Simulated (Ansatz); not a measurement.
**Cold compression of YSb (zincblende type)**

```
CELL_PARAMETERS angstrom
0.00000 3.39582 3.39582
3.39582 0.00000 3.39582
3.39582 3.39582 0.00000
ATOMIC_POSITIONS crystal
Y 0.00000 0.00000 0.00000
Sb 0.25000 0.25000 0.25000
```

The cell comes from a relaxation on PAW files under the same functional, begun from a prototype that needn't be the stable phase.

Its volume is scaled at fixed shape and fractional positions.

All numbers are LDA results (scalar-relativistic) from Ansatz 0.2.0, with a Γ-centred 12×12×12 k mesh, Fermi–Dirac smearing of 0.1 eV, no spin polarisation. Methods: LAPW: all electrons, basis error target 1 meV/atom; PAW: frozen-core files, cutoff 420 eV; crystal datasets: all electrons, by PAW datasets that the program makes for each cell; norm-conserving: pseudopotentials, cutoff 1143 eV; PAW (cutoff 600 eV): frozen-core files, cutoff 600 eV.

Energies are extrapolated to zero smearing and count from the unscaled cell; pressure is positive in compression; gaps take the mesh and a band path. No temperature or zero-point motion is included.

Spin–orbit coupling is left out, which matters for the heavy atoms. The PAW files were made under PBE. The structure type is held throughout; the real material can change phase at far lower pressure.

| V/V0 | V (Å³/atom) | P LAPW (GPa) | ΔE LAPW (eV/atom) | P PAW − LAPW (GPa) | ΔE PAW − LAPW (meV/atom) | gap (eV) |
| --- | --- | --- | --- | --- | --- | --- |
| 1.00 | 39.16 | 0.02 | 0.000 | -0.01 | 0.0 | 1.31 |
| 0.95 | 37.20 | 2.44 | 0.014 | -0.01 | -0.1 | – |
| 0.85 | 33.29 | 9.51 | 0.153 | -0.01 | -0.3 | – |
| 0.75 | 29.37 | 21.2 | ? | -0.01 | -0.5 | – |
| 0.65 | 25.45 | 41.2 | ? | -0.01 | -0.7 | – |
| 0.55 | 21.54 | 76.3 | 2.656 | -0.01 | -0.8 | 0.00 |
| 0.45 | 17.62 | 144.6 | 5.252 | 0.01 | -0.8 | 0.00 |
| 0.40 | 15.66 | 206.6 | 7.368 | 0.10 | -0.2 | 0.00 |

Task: What belongs in the row "0.65", column "ΔE LAPW (eV/atom)"?

Result: 1.259.

Task: Fill in "ΔE LAPW (eV/atom)" for the row "0.75".

Result: 0.517.

Task: Fit the Vinet equation to the LAPW pressures over the whole range, with residuals weighted by 1/(|P| + 0.03·Pmax).

Result: V0 = 39.20 Å³/atom, B0 = 41.5 GPa and B0′ = 4.07, and the fit misses no point by more than 3.2 GPa. A fit over so wide a range pins B0 less well than one near rest.

Task: From the table, what is the rise of the enthalpy H = E + pV up to the last row, and how stiff is the crystal between the last two rows?

Result: ΔH = 7.368 eV + (206.6 GPa × 15.66 Å³ − 0.02 GPa × 39.16 Å³) × 0.006242 eV/(GPa·Å³) = 27.57 eV/atom, of which pV makes 73 %. The mean bulk modulus there is −ΔP/Δln V = 527 GPa.

Task: At the smallest volume, how far do crystal datasets and norm-conserving and PAW (cutoff 600 eV) lie from LAPW in pressure?

Result: crystal datasets: 0.00 GPa; norm-conserving: +1.01 GPa; PAW (cutoff 600 eV): +0.03 GPa, on a LAPW pressure of 206.6 GPa.

Task: How do the Löwdin populations by LAPW change from the unscaled cell to the last row?

Result: Y 4s 1.97 → 1.82, Y 5s 0.57 → 0.45, Y 4p 5.98 → 5.80, Y 4d 1.80 → 4.00, Sb 4s 1.98 → 1.93, Sb 5s 1.59 → 1.22, Sb 5p 4.07 → 2.81, Sb 4d 9.99 → 9.95 electrons an atom. These are projections on the shells that the free atoms fill; 0.04 e a cell lies outside them at the start and 0.08 e at the end.

Task: Where does the Kohn–Sham gap close?

Result: Somewhere between the last gapped row above it and V/V0 = 0.55, where LAPW gives 76.3 GPa and no gap above the smearing width. Spin–orbit coupling, left out here, and the functional both move the closing pressure.
